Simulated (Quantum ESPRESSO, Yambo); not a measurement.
# Quasiparticle gap of Li$_{4}$SrP$_{2}$

Space group R-3m, hexagonal axes (No. 166); a = b = 4.274 Å, c = 23.534 Å, α = β = 90.00°, γ = 120.00°

```csv
atom,site,symmetry,x,y,z
Li,6c,3m,0.0000,0.0000,0.4298
Li,6c,3m,0.0000,0.0000,0.1380
P,6c,3m,0.0000,0.0000,0.2455
Sr,3a,-3m,0.0000,0.0000,0.0000
```
(The calculation used a cell of 7 atoms; values per cell refer to that cell.)

The geometry is that of Materials Project entry mp-570097, symmetrised and not relaxed again.

Starting point: PBEsol (pw.x of Quantum ESPRESSO, ONCV potentials, without SOC). G0W0 in Yambo: 4×4×4 Γ-centred k mesh, bands 5 to 128 and a 6 Ry block in the screening, 128 bands in G with the Bruneval-Gonze terminator, plasmon pole fitted at 27.2 eV.

The PBEsol gap along the band path is 0.90 eV and the PBEsol gap between the mesh's edge points (Γ → F) is 0.90 eV. The G0W0 gap between the same points is 1.81 eV and the PBEsol smallest direct gap on the mesh (at Γ) is 1.66 eV. The G0W0 direct gap at that point is 2.60 eV.

```tsv
k point	band	E PBEsol (eV)	E QP (eV)	shift (eV)	Z
Γ	VB	0.00	-0.67	-0.67	0.77
Γ	CB	1.66	1.94	0.28	0.79
L	VB	-0.83	-1.53	-0.70	0.76
L	CB	1.59	1.99	0.40	0.79
F	VB	-1.11	-1.79	-0.67	0.76
F	CB	0.90	1.15	0.25	0.79
Z	VB	-0.23	-0.91	-0.68	0.77
Z	CB	2.94	3.45	0.51	0.79
```

Energies count from the PBEsol valence-band maximum.

Convergence of the G0W0 settings was not tested.

The structure is a Materials Project entry; no match was found in the copy of COD used, and its stability was not checked.
